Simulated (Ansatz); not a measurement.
CdGaNO:
```
CELL_PARAMETERS angstrom
      3.28651     0.00000     0.00000
     -1.64325     2.84620     0.00000
      0.00000     0.00000     5.70068
ATOMIC_POSITIONS crystal
  Ga 0.33333 0.66667 0.50127
  Cd 0.66667 0.33333 0.98040
  O  0.33333 0.66667 0.17216
  N  0.66667 0.33333 0.59616
```

Relaxed with r²SCAN. Independent-particle spectrum: no excitons, no local fields, no scissors shift; 0.1 eV broadening; ε₁ of the summed bands alone.

Question: Tabulate the dielectric function from plane-wave PAW r²SCAN (Ansatz code).

Answer: 

```csv
E (eV),ε₁ xx,ε₂ xx,ε₁ zz,ε₂ zz
0.0,5.54,0.00,5.89,0.00
0.3,5.59,0.00,5.93,0.00
0.6,5.80,0.00,6.04,0.00
0.9,6.54,0.54,6.28,0.01
1.2,5.89,1.38,6.73,0.12
1.5,5.45,1.47,7.59,0.87
1.8,5.20,1.46,7.12,2.04
2.1,5.07,1.46,6.58,2.50
2.4,4.99,1.46,6.12,2.75
2.7,4.94,1.48,5.74,2.89
3.0,4.94,1.51,5.45,2.96
3.3,4.96,1.59,5.23,3.02
3.6,4.84,1.61,5.08,3.08
3.9,4.99,1.49,4.99,3.19
4.2,5.39,1.56,4.92,3.38
4.5,5.69,2.00,4.84,3.69
4.8,5.94,2.56,4.61,4.19
5.1,5.90,3.35,3.91,4.75
5.4,5.54,4.66,2.66,4.76
5.7,3.71,4.84,1.99,3.45
6.0,3.12,3.65,2.50,2.81
6.3,3.58,3.30,2.98,2.66
6.6,3.97,3.47,3.46,2.86
6.9,3.53,4.63,3.63,3.73
7.2,2.52,4.14,2.78,4.15
7.5,2.33,3.37,2.24,3.86
7.8,2.74,3.18,2.02,3.34
8.1,3.14,3.40,2.46,3.56
8.4,2.85,4.36,2.20,3.68
8.7,1.90,3.99,1.53,4.44
9.0,2.92,3.27,0.72,3.52
9.3,2.69,4.35,0.68,2.49
9.6,1.58,5.09,1.48,2.27
9.9,0.96,4.03,1.62,2.25
10.2,1.08,3.86,2.10,2.49
10.5,1.11,3.47,1.89,2.64
10.8,2.11,4.26,2.42,2.92
11.1,0.18,4.23,2.15,2.98
11.4,0.12,4.58,2.64,3.30
11.7,-0.48,3.78,2.65,4.97
12.0,-0.59,3.48,0.54,5.11
```

Question: From ε at 1.1 eV (xx: 6.12 + 1.28i), find n, k, the normal reflectivity and the absorption coefficient.

Answer: n = 2.49, k = 0.257, R = 19 %, α = 2kE/ħc = 29000 cm⁻¹.

With all bands, ε∞ without local fields is 5.78 (xx = yy), 6.14 (zz).

Space group P3m1. The start of the workflow was typed in or built on a structure type; neither database checked (COD, Materials Project) lists it. Its standing as an ambient phase is unchecked. The cell was relaxed with r²SCAN under the symmetry of its start; whether a distortion lowers the energy is not shown. Scalar-relativistic: spin–orbit coupling is off unless named, which matters more the heavier the elements.

Potentials: the earlier of the program's two PAW sets.
